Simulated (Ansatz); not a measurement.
Mg2TiO4:
```cif
data_Mg4O8Ti2
_chemical_formula_sum 'Mg4 Ti2 O8'
_space_group_name_H-M_alt 'P 1'
_space_group_IT_number 1
_cell_length_a 5.92727
_cell_length_b 5.92727
_cell_length_c 5.92727
_cell_angle_alpha 60.000
_cell_angle_beta 60.000
_cell_angle_gamma 60.000
loop_
_space_group_symop_operation_xyz
  'x, y, z'
loop_
_atom_site_label
_atom_site_type_symbol
_atom_site_fract_x
_atom_site_fract_y
_atom_site_fract_z
_atom_site_occupancy
Mg1 Mg 0.62500 0.62500 0.62500 1
Mg2 Mg 0.12500 0.62500 0.62500 1
Mg3 Mg 0.62500 0.12500 0.62500 1
Mg4 Mg 0.62500 0.62500 0.12500 1
Ti1 Ti 0.25000 0.25000 0.25000 1
Ti2 Ti 0.00000 0.00000 0.00000 1
O1 O 0.87325 0.87325 0.87325 1
O2 O 0.38024 0.87325 0.87325 1
O3 O 0.87325 0.38024 0.87325 1
O4 O 0.87325 0.87325 0.38024 1
O5 O 0.37675 0.37675 0.37675 1
O6 O 0.86976 0.37675 0.37675 1
O7 O 0.37675 0.86976 0.37675 1
O8 O 0.37675 0.37675 0.86976 1
```

Relaxed with r²SCAN. r²SCAN (plane waves, PAW; program Ansatz) gives a gap of 5.00 eV.

**Question.** What gap does HSE06 give on the same cell (Ansatz, PAW)?

**Answer.** 6.30 eV, 1.30 eV more. The hybrid was solved on a coarser mesh and at special points; the gap given is the minimum over both.

```csv
k,v1 r²SCAN,c1 r²SCAN,v1 HSE06,c1 HSE06
Γ,0.00,5.00,0.00,6.30
X,0.00,5.06,[?],[?]
L,-0.10,5.12,[?],[?]
W,-0.24,5.07,[?],[?]
K,-0.03,5.06,[?],[?]
```

**Question.** Top valence (v1) and lowest conduction level (c1) in eV from each method's valence maximum (which need not be a listed point): supply the withheld HSE06 values.

**Answer.** 
- K, v1 HSE06: -0.05
- K, c1 HSE06: 6.36
- X, v1 HSE06: -0.02
- X, c1 HSE06: 6.38
- W, v1 HSE06: -0.25
- W, c1 HSE06: 6.38
- L, v1 HSE06: -0.12
- L, c1 HSE06: 6.47

Cost on shared cores: the r²SCAN run (SCF on a 6×6×6 mesh, then bands and DOS) roughly 3 core-minutes, the HSE06 run (SCF on 4×4×4, then a few points) roughly 11 core-minutes; the tasks are unlike.

Space group Fd-3m (spinel). A made-up cell: these elements were put on the sites of a structure type; neither database checked (COD, Materials Project) lists it. Whether it is the stable phase at ambient conditions was not checked. Symmetry was held in the r²SCAN relaxation; its stability against distortions is not shown here. No spin polarisation was allowed.

Potentials: the earlier of the program's two PAW sets.
